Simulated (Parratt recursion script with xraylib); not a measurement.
## X-ray reflectivity of single films on Ge: where the minima fall

Method: specular X-ray reflectivity, Parratt recursion, Névot-Croce roughness, xraylib tables (Parratt recursion script with xraylib 4.3.0).

Photon energy 5.415 keV (λ = 2.2896 Å), s polarisation. The grazing angle θ is scanned from 0.05° to 4.46° in 900 evenly spaced points, and the curve is smoothed with a Gaussian of 0.004° full width. A minimum is a scan point below both neighbours, placed by a parabola through ln R at the three points.

Each run is one film on Ge (density 5.279 g/cm³, δ = 32.57 × 10⁻⁶, rms roughness 3.4 Å) under vacuum. The film surface has an rms roughness of 4.7 Å in all runs. The refractive index is n = 1 − δ + iβ. The table lists all minima between 0.9 and 3.4°.

| run | film | thickness d (Å) | density (g/cm³) | δ (10⁻⁶) | β (10⁻⁶) | minima at θ (°) |
|---|---|---|---|---|---|---|
| A | Co | 150 | 8.606 | 53.64 | 1.945 | 1.062, 1.444, 1.850, 2.268, 2.692, 3.119 |
| B | Co | 75 | 8.606 | 53.64 | 1.945 | ? |

Densities are inputs, not measurements. They were set from computed cells of the Materials Project: Co from entry mp-1183710 (P6₃/mmc, 9.156 g/cm³, taken at 94 %); Ge from entry mp-32 (Fd-3m, 5.279 g/cm³). A layer's crystal structure does not enter its constants, only its composition and density.

### Question
How many minima does run B have between 0.9 and 3.4°, and where?

### Answer
Inside a film the fringe order is m = (2d/λ)(sin²θ − 2δ)^½, with the film's own δ. Where the film's δ lies above the substrate's, its two faces reflect with opposite signs, and minima are expected at whole m.

- Run A, δ above the substrate's: the minima give m = 2.01, 3.01, 4.01, 5.00, 6.00, 7.00.

In run B the film's δ lies above the substrate's, so take whole m. The window runs from m = 0.77 to 3.83 and holds m = 1, 2, 3. Then sin²θ = 2δ + (mλ/2d)² gives θ = 1.057, 1.847, 2.691°.

The run has 3 minima, at 1.079, 1.861, 2.697°. The largest distance from one of them to an estimated minimum is 0.022°, against a mean spacing of 0.809°.
